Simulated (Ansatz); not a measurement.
# ScIn3, one cell by several methods

```xyz
4
Lattice="4.4600 -0.0223 -0.0223 -0.0223 4.4600 -0.0223 -0.0223 -0.0223 4.4600" Properties=species:S:1:pos:R:3 pbc="T T T"
Sc    0.0000    0.0000    0.0000
In   -0.0223    2.2188    2.2188
In    2.2188   -0.0223    2.2188
In    2.2188    2.2188   -0.0223
```

Atoms are numbered in the order listed.

The cell is COD entry 1539387, as deposited and not checked against the literature; nothing was relaxed. The listed cell was then made from it by scaling, straining or moving an atom.

No spin–orbit coupling, which matters for the heavy atoms here.

Methods: DFT, PBEsol, PAW with Ansatz's default frozen-core files, scalar-relativistic (Ansatz 0.2.0); DFT, PBEsol, all-electron PAW with datasets made for the crystal, scalar-relativistic (Ansatz 0.2.0); DFT, PBEsol, all-electron LAPW, scalar-relativistic (Ansatz 0.2.0).

For PAW: a Γ-centred 8×8×8 k mesh, Fermi–Dirac smearing of 0.08 eV, cutoff 420 eV, no spin polarisation; the PAW files were made with PBE, and the program remakes their frozen cores for this functional. The crystal-made all-electron datasets (AE datasets) take a cutoff of 260 eV at this cell. LAPW targets a basis error of 1 meV/atom. The Ansatz runs share mesh, smearing and spin set-up. Plane-wave (PAW) pressures include the program's estimate of the Pulay term.

Stress and pressure are positive in compression.

The change that made this cell: equal xy, yz and zx engineering shear strains of -1 %.

Spin–orbit coupling is left out, which moves gradients at and beside heavy atoms by some per cent and at worst by a factor of two.

In a metal, gradients converge slowly with the k mesh: the values move by tens of per cent from one mesh to another, at times in sign, so only the comparison on one mesh counts.

```tsv
quantity	PAW	AE datasets	LAPW
pressure (GPa)	-0.28	-0.27	-0.27
stress yz (GPa)	0.29	0.29	0.29
stress xz (GPa)	0.29	0.29	0.29
stress xy (GPa)	0.29	0.29	0.29
largest principal field gradient Vzz at In2 (10²¹ V/m²)	10.14	10.20	–
```

PAW's pressure differs from the LAPW value by about 0.01 GPa or less.
